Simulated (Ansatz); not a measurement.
The start is a randomly generated symmetric cell of TaAs (space group No. 70). A full variable-cell relaxation at zero pressure is run with PBEsol (plane waves to 420 eV, PAW, scalar-relativistic; Ansatz, an electronic-structure program). The first steps use a coarse 6×6×6 k-mesh.

Initial structure:
```
TaAs
1.0
    0.00000     4.08501     4.08696
    2.68919     0.00000     4.08696
    2.68919     4.08501     0.00000
As Ta
2 2
Direct
  0.50000   0.50000   0.50000
  0.75000   0.75000   0.75000
  0.25000   0.25000   0.25000
  0.00000   0.00000   0.00000
```

```yaml
initial_pressure: "-20 GPa (negative: the cell is under tension)"
energy_released: 0.67 eV/atom
volume_change: -24.2 %, from 22.45 to 17.02 Å³/atom
Shortest distances (start → end): "The closest pairs of elements (up to four, under 3.6 Å), start → end: As–Ta 2.69 → 2.56 Å; As–As 3.19 → 3.16 Å; Ta–Ta 3.19 → 3.16 Å"
optimiser_moves: 25
```

Final values are on a 18×18×18 k-mesh of the relaxed cell. No spin polarisation in the result.

The run could not lose the symmetry of its start, so the end can be a saddle point.

All atoms sit on sites fixed by symmetry, so only the cell could relax.

The relaxed structure here is a generated cell of TaAs: the first start was made by a random draw of sites in a space group, and the end was not matched to a known phase here, so it may be hypothetical. Known forms of TaAs include space group No. 109.
